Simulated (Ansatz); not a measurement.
## Ti (Fm-3m): from strained cells to moduli

```xyz
1
Lattice="0.0000 2.0025 2.0025 2.0025 0.0000 2.0025 2.0025 2.0025 0.0000" Properties=species:S:1:pos:R:3 pbc="T T T"
Ti    0.0000    0.0000    0.0000
```

The conventional cell has a = 4.005 Å, b = 4.005 Å, c = 4.005 Å, α = 90.00°, β = 90.00°, γ = 90.00°. Ti (atom 1) is surrounded by 12 Ti at 2.83 Å.

Level of theory, where no other is named: LDA, all-electron LAPW in Ansatz 0.2.0, scalar-relativistic. k mesh 24×24×24, Fermi-Dirac smearing of 0.100 eV, basis error target 1 meV/atom. The cell was relaxed by PAW under this functional, which moved its volume by -4 % from the database entry's. The structure is one entry of a database and needn't be the stable phase.

The cell is cubic and carries a residual pressure of -0.01 GPa at this level. Each strain component that symmetry leaves independent is applied at ±0.005, the ions relax wherever a strain frees them, and the stress (tension positive, GPa) is read. Shears are engineering strains, γ = 2ε.

```tsv
strain	size	σxx	σyy	σzz	σyz	σxz	σxy
xx	-0.005	-0.6856	-0.5588	-0.5588	0.0000	0.0000	0.0000
xx	+0.005	0.6936	0.5682	0.5682	0.0000	0.0000	0.0000
yz	-0.005	0.0109	0.0093	0.0093	-0.2884	0.0000	0.0000
yz	+0.005	0.0109	0.0093	0.0093	0.2884	0.0000	0.0000
```

A central difference gives one constant, for example C11 ≈ (0.6936 − (-0.6856))/(0.01) = 137.9 GPa; the program then imposes the crystal's symmetry on the whole matrix.

What are the independent elastic constants?

C11 = 137.9, C12 = 112.7, C44 = 57.7 GPa.

Do they meet the Born conditions?

C11 − C12 = 25.2, C11 + 2C12 = 363.3 and C44 = 57.7 GPa must all be positive, so the crystal is elastically stable; that says nothing yet of its phonons.

What moduli does a random aggregate of grains have?

B = (C11 + 2C12)/3 = 121.1 GPa. G_V = (C11 − C12 + 3C44)/5 = 39.7 and G_R = 5(C11 − C12)C44/(4C44 + 3(C11 − C12)) = 23.8, so G_H = 31.7 GPa. Then E = 9BG/(3B + G) = 87.5 GPa, ν = (3B − 2G)/(6B + 2G) = 0.380 and B/G = 3.82, on the ductile side of Pugh's 1.75 (a rule of thumb).

With the density of 4.949 g/cm³, how fast does sound travel, and what Debye temperature follows?

```
direction  slow (m/s)  middle (m/s)  fast (m/s)
    [100]        3414          3414        5279
    [110]        1597          3414        6081
    [111]        2363          2363        6325
```

The mean of v⁻³ over directions and branches gives v_m = 2769 m/s and θ_D = (ħ/k_B) v_m (6π²n)^(1/3) = 327 K, n being atoms per volume. Young's modulus spans 37 to 149 GPa over directions, and the universal anisotropy index is 3.35.

How far do the constants move if PAW replaces LAPW in the same cell?

```csv
constant,LAPW (GPa),PAW (GPa),difference
C11,137.9,137.9,0.0
C12,112.7,112.7,0.0
C44,57.7,57.7,0.0
```

How far do the constants move if all-electron PAW (datasets made for the crystal) replaces LAPW in the same cell?

```tsv
constant	LAPW (GPa)	all-electron PAW (datasets made for the crystal) (GPa)	difference
C11	137.9	137.9	0.0
C12	112.7	112.7	0.0
C44	57.7	57.7	0.0
```

Known limits: responses of metals move with mesh and smearing; the frozen-core PAW files of the compared runs were fitted under PBE, their cores solved anew for this functional.
